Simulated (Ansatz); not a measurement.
Consider a crystal of MgCdC4N4 in space group P-43m (No. 215), with Mg on 1b; Cd on 1a; C on 4e; N on 4e. Recipe of this trial structure of MgCdC4N4: two interpenetrating cyanide-bridged diamond nets.

Computed with DFT PBE, scalar-relativistic, plane waves, PAW (Ansatz). Cutoff 420 eV, Γ-centred mesh, Gaussian smearing, no spin polarisation.

Formation energies are uncorrected and refer to the elements' standard structures at the same level (N₂ as a molecule).

Question: Predict the relaxed structure.

Answer:

Space group P-43m (No. 215). a = 6.281 Å, b = 6.281 Å, c = 6.281 Å, α = 90.00°, β = 90.00°, γ = 90.00°
```
atom  site  symmetry       x       y       z
  Mg    1b      -43m  0.5000  0.5000  0.5000
  Cd    1a      -43m  0.0000  0.0000  0.0000
   C    4e       .3m  0.2047  0.2047  0.2047
   N    4e       .3m  0.3117  0.3117  0.3117
```

Around Mg lie 4 N at 2.05 Å; around Cd lie 4 C at 2.23 Å; around C lie 1 N at 1.16 Å and 1 Cd at 2.23 Å; around N lie 1 C at 1.16 Å and 1 Mg at 2.05 Å. Another local minimum with the same sites may exist.

Question: And its energy and gap?

Answer: The energy over the elements is +0.075 eV/atom and the gap on the 4×4×4 mesh of the 10-atom cell is 6.15 eV. A positive value: parting into the elements would lower its energy.

The last run used Gaussian smearing of 0.02 eV. Kohn–Sham gaps at this level usually fall short of measured ones. The reference form of C is held partly by dispersion forces, which this level lacks. A structure relaxed within its symmetry needn't be a true minimum.
